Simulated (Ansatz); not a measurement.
An ordered 4-atom cell of Na2ClF on the rocksalt lattice (R-3m), relaxed with r2SCAN: 9 runs in the plane-wave code Ansatz, each a construction of maximally localised Wannier functions. The symmetry is R-3m (No. 166, trigonal); conventional cell a = 3.621 Å, c = 17.762 Å, 16.81 Å³ an atom. F has 6 Na at 2.43 Å; Cl has 6 Na at 2.71 Å; Na has 3 F at 2.43 Å and 3 Cl at 2.71 Å. (Calculated; spin-unpolarised; the phase may be known or hypothetical.)

```
F Cl Na
1.0
     1.81069    1.04540    5.92066
    -1.81069    1.04540    5.92066
     0.00000   -2.09080    5.92066
F Cl Na
1 1 2
Direct
  0.00000 0.00000 0.00000
  0.50000 0.50000 0.50000
  0.26344 0.26344 0.26344
  0.73656 0.73656 0.73656
```

Windows count from the top of the filled bands; a dash means that no such window was set (without an outer window there is no disentanglement). Rows marked drawn have settings drawn at random (some not listed).

| functional | SCF mesh | trial orbitals | functions | mesh | window (eV) | frozen (eV) | settings | Ω total (Å²) | Ω invariant (Å²) | largest spread (Å²) | least projectability | interpolation miss of the model's filled bands (eV, to the nearest computed level) |
| --- | --- | --- | --- | --- | --- | --- | --- | --- | --- | --- | --- | --- |
| PBE | 6×6×6 | F s, F p, Cl s, Cl p | 8 | 6×6×6 | – | – | drawn | 7.23 | 6.15 | 1.02 | 0.79 | 0.004 |
| PBE | 6×6×6 | F s, F p, Cl s, Cl p | 8 | 4×4×4 | – | – | chosen | 7.01 | 5.93 | 0.99 | 0.79 | 0.023 |
| PBE | 6×6×6 | F s, F p, Cl s, Cl p | 8 | 8×8×8 | – | – | chosen | 7.31 | 6.23 | 1.03 | 0.79 | 0.001 |
| PBE | 6×6×6 | F p, Cl p | 6 | 6×6×6 | – | – | chosen | 5.86 | 5.84 | 1.37 | 0.97 | 0.003 |
| r2SCAN | 6×6×6 | F p, Cl p | 6 | 6×6×6 | – | – | chosen | 5.75 | 5.74 | 1.35 | 0.97 | 0.003 |
| HSE06 | 6×6×6 | F p, Cl p | 6 | 6×6×6 | – | – | chosen | 5.71 | 5.69 | 1.34 | 0.98 | – |

Question: Estimate from these rows what the further settings give.

| functional | SCF mesh | trial orbitals | functions | mesh | window (eV) | frozen (eV) | settings |
| --- | --- | --- | --- | --- | --- | --- | --- |
| HSE06 | 6×6×6 | F s, F p, Cl s, Cl p | 8 | 6×6×6 | – | – | chosen |
| PBE | 6×6×6 | F p, Cl p (loose tolerance) | 6 | 6×6×6 | – | – | drawn |
| r2SCAN | 6×6×6 | F s, F p, Cl s, Cl p | 8 | 6×6×6 | – | – | chosen |

Answer:
```
functional  SCF mesh               trial orbitals  functions   mesh  window (eV)  frozen (eV)  settings  Ω total (Å²)  Ω invariant (Å²)  largest spread (Å²)  least projectability  interpolation miss of the model's filled bands (eV, to the nearest computed level)
     HSE06     6×6×6         F s, F p, Cl s, Cl p          8  6×6×6            –            –    chosen          7.50              6.43                 1.00                  0.72                                                                                   –
       PBE     6×6×6  F p, Cl p (loose tolerance)          6  6×6×6            –            –     drawn          5.86              5.84                 1.37                  0.97                                                                               0.003
    r2SCAN     6×6×6         F s, F p, Cl s, Cl p          8  6×6×6            –            –    chosen          8.41              7.43                 1.12                  0.52                                                                               0.003
```

For F s, F p, Cl s, Cl p with PBE the spread goes 7.01 Å² (4×4×4), 7.31 Å² (8×8×8): finite differences on a coarse mesh understate it.
